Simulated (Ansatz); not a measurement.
Data:

CaSe:
```
CELL_PARAMETERS angstrom
      0.00000     2.97914     2.97914
      2.97914     0.00000     2.97914
      2.97914     2.97914     0.00000
ATOMIC_POSITIONS crystal
  Ca 0.00000 0.00000 0.00000
  Se 0.50000 0.50000 0.50000
```

This is the PBE-relaxed structure.

**Question.** All from DFT-PBE in the program Ansatz with PAW potentials, unless another level is named. Predict the smallest direct gap on the standard path.

**Answer.** 3.00 eV.

**Question.** Predict the band gap.

**Answer.** 2.08 eV (indirect).

**Question.** What about the formation energy from the elements (no fitted shifts)?

**Answer.** -2.03 eV/atom.

**Question.** Predict the conduction-band minimum.

**Answer.** at X (3 equivalent valleys).

**Question.** What about the valence-band maximum?

**Answer.** at Γ.

Space group Fm-3m (rock salt). Symmetry was held in the PBE relaxation. The references are the lowest solids computed at this level, not always the standard phases. Spin–orbit coupling is left out wherever it is not named.

Potentials: the later of the program's two PAW sets.
